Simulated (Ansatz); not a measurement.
# How much do the gradients of YVO4 depend on the method?

Cell: a structure deposited in the COD, ions relaxed with PBE at fixed cell.

```xyz
12
Lattice="-3.5591 3.5591 3.1446 3.5591 -3.5591 3.1446 3.5591 3.5591 -3.1446" Properties=species:S:1:pos:R:3 pbc="T T T"
Y     0.0000    3.5591    1.5723
Y     0.0000    0.0000    0.0000
V     0.0000    0.0000    3.1446
V     3.5591    0.0000    1.5723
O     0.0000    1.3178    2.0500
O     2.2413    0.0000    0.4777
O     3.5591    2.2413   -1.0946
O     4.8770    0.0000    0.4777
O     3.5591   -1.3178    2.6670
O     2.2413    3.5591    1.0946
O     3.5591    1.3178    2.6670
O     1.3178    0.0000    4.2393
```

Atom numbers follow the list; atoms alike are taken as one site, whose name carries the number of the first.

First run. Computed with Ansatz: DFT, PBE, plane waves and PAW, scalar-relativistic, 420 eV cutoff, Γ-centred 5×5×5 k-points, Fermi–Dirac smearing 0.02 eV.

| site | atom | V_zz (10²¹ V/m²) | η |
| --- | --- | --- | --- |
| Y | 1 | 4.79 | 0.00 |
| V | 3 | -3.84 | 0.00 |
| O | 5 | 1.78 | 0.99 |

Second run. The same atoms and settings, except that spin–orbit coupling is included (fully relativistic PAW files).

(1) What does the second run give?

Results:

(1) 

```csv
site,atom,V_zz,η,change of V_zz
Y,1,4.79,0.00,0.00
V,3,-3.85,0.00,-0.01
O,5,1.78,0.99,0.00
```

No V_zz moves by more than 0.01.
